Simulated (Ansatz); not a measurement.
Cu₃Sn:
Space group Pmmn, origin choice 1 (No. 59); a = 4.281 Å, b = 5.482 Å, c = 4.786 Å, α = β = γ = 90.00°

```csv
atom,site,symmetry,x,y,z
Cu,2b,mm2,0.5000,0.0000,0.2985
Cu,4e,m..,0.0000,0.2467,0.1551
Sn,2a,mm2,0.0000,0.0000,0.6573
```

Relaxed with r²SCAN.

Task: Tabulate the valence density and the electron localisation function along the shortest Cu–Sn contact (2.70 Å), the program Ansatz at the r²SCAN level (PAW).

Result: 

```
distance from Cu (Å)  density (e/Å³)   ELF
--------------------  --------------  ----
0.27                           36.92  0.55
0.41                           15.61  0.28
0.54                            5.71  0.17
0.68                            2.17  0.15
0.81                            0.91  0.16
0.95                            0.46  0.17
1.08                            0.33  0.20
1.22                            0.28  0.28
1.35                            0.28  0.35
1.49                            0.32  0.34
1.62                            0.40  0.30
1.76                            0.59  0.28
1.89                            1.20  0.23
2.03                            2.58  0.15
2.16                            4.76  0.06
2.30                            7.44  0.01
2.43                           10.09  0.00
```

The density is the valence pseudo-density with augmentation charge, so density and ELF within about 1 Å of a nucleus are not all-electron values.

The workflow started from a Materials Project entry (that database holds measured and hypothetical structures alike); the Crystallography Open Database files this formula in space group No. 59, but the cells were not matched. Whether it is the stable phase at ambient conditions was not checked. The cell was relaxed with r²SCAN under the symmetry of its start; its stability against distortions is not shown here. The run is not spin-polarised. Axis ratios of metals converge slowly with the k-mesh, so a and c are less sure than the volume. Scalar-relativistic: spin–orbit coupling is off unless named, which matters more the heavier the elements.

Potentials: the earlier of the program's two PAW sets.
